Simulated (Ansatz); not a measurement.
NbAg (rock salt, Fm-3m) under volume change, r²SCAN in the plane-wave PAW code Ansatz, scaled uniformly.

```
V (Å³/atom)  E − E(relaxed) (meV/atom)  P (GPa)
-----------  -------------------------  -------
18.184                               ?        ?
18.783                               ?        ?
19.383                             7.7     4.22
19.982                             0.0     0.00
20.581                             6.8    -3.56
21.181                            25.9    -6.55
21.780                            55.2    -9.06
```

Question: Complete the blanks.

Answer: 
- 18.783, E − E(relaxed) (meV/atom): 32.6
- 18.783, P (GPa): 9.24
- 18.184, E − E(relaxed) (meV/atom): 78.0
- 18.184, P (GPa): 15.18

Question: What does a third-order Birch–Murnaghan fit give for V₀, B₀ and B′?

Answer: V₀ = 19.98 Å³/atom, B₀ = 129 GPa, B′ = 4.7.

The start of the workflow was typed in or built on a structure type; neither database checked (COD, Materials Project) lists it. Its standing as an ambient phase is unchecked. The cell was relaxed with r²SCAN under the symmetry of its start. At this level the phase is mechanically unstable. No spin polarisation was allowed. Its formation energy is positive at this level, so the cell may be metastable or incomplete.

Potentials: the earlier of the program's two PAW sets.
